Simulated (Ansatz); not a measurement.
Ge$_{3}$N$_{4}$:
```
CELL_PARAMETERS angstrom
      8.05663     0.00000     0.00000
     -4.02832     6.97725     0.00000
      0.00000     0.00000     3.08459
ATOMIC_POSITIONS crystal
  Ge 0.16942 0.76283 0.25000
  Ge 0.23717 0.40660 0.25000
  Ge 0.59340 0.83058 0.25000
  Ge 0.83058 0.23717 0.75000
  Ge 0.76283 0.59340 0.75000
  Ge 0.40660 0.16942 0.75000
  N  0.33037 0.02579 0.25000
  N  0.97421 0.30458 0.25000
  N  0.69542 0.66963 0.25000
  N  0.66963 0.97421 0.75000
  N  0.02579 0.69542 0.75000
  N  0.30458 0.33037 0.75000
  N  0.33333 0.66667 0.25000
  N  0.66667 0.33333 0.75000
```

Relaxed with PBEsol. Independent-particle spectrum: no excitons, no local fields, no scissors shift; 0.1 eV broadening; ε₁ of the summed bands alone.

### Question
Tabulate the dielectric function from DFT-PBEsol in the program Ansatz with PAW potentials.

### Answer


```csv
E (eV),ε₁ xx,ε₂ xx,ε₁ zz,ε₂ zz
0.0,5.19,0.00,5.30,0.00
0.3,5.20,0.00,5.31,0.00
0.6,5.22,0.00,5.34,0.00
0.9,5.26,0.00,5.38,0.00
1.2,5.33,0.00,5.45,0.00
1.5,5.41,0.00,5.54,0.00
1.8,5.53,0.00,5.68,0.00
2.1,5.68,0.00,5.89,0.00
2.4,5.90,0.00,6.31,0.28
2.7,6.23,0.02,6.24,0.62
3.0,6.82,0.31,6.22,0.78
3.3,6.92,0.81,6.13,0.89
3.6,7.08,1.11,6.30,0.93
3.9,7.49,1.60,6.29,0.92
4.2,7.84,2.06,6.64,0.76
4.5,7.27,3.75,7.33,0.83
4.8,6.66,4.19,8.04,1.50
5.1,5.36,3.73,8.01,2.23
5.4,5.84,3.34,8.26,2.84
5.7,6.23,3.61,8.72,3.09
6.0,5.99,4.66,9.69,4.93
6.3,5.24,4.28,8.25,7.19
6.6,6.01,4.18,6.65,6.69
6.9,7.43,5.49,6.61,7.54
7.2,3.66,7.60,5.72,7.20
7.5,3.33,5.47,6.34,9.31
7.8,4.48,6.83,4.22,11.16
8.1,2.10,6.91,-0.53,9.14
8.4,2.08,6.21,0.08,6.74
8.7,1.75,5.25,0.31,6.14
9.0,2.47,5.49,0.41,6.26
9.3,1.88,6.17,1.01,6.18
9.6,0.66,6.28,-0.45,6.26
9.9,0.57,5.63,-0.09,5.08
10.2,0.10,5.20,-0.32,5.87
10.5,0.09,5.49,-1.11,5.45
10.8,-0.74,5.08,-1.21,4.76
11.1,-0.84,4.23,-1.29,4.51
11.4,-0.35,3.84,-1.82,4.17
11.7,0.01,4.30,-1.35,3.25
12.0,-1.02,4.30,-1.30,3.04
```

### Question
From ε at 4.0 eV (xx: 7.46 + 1.80i), find n, k, the normal reflectivity and the absorption coefficient.

### Answer
n = 2.75, k = 0.327, R = 22 %, α = 2kE/ħc = 130000 cm⁻¹.

With all bands, ε∞ without local fields is 5.31 (xx = yy), 5.43 (zz).

Space group P6_3/m. The cell was relaxed with PBEsol under the symmetry of its start. Scalar-relativistic: spin–orbit coupling is off unless named, which matters more the heavier the elements.

Potentials: the later of the program's two PAW sets.
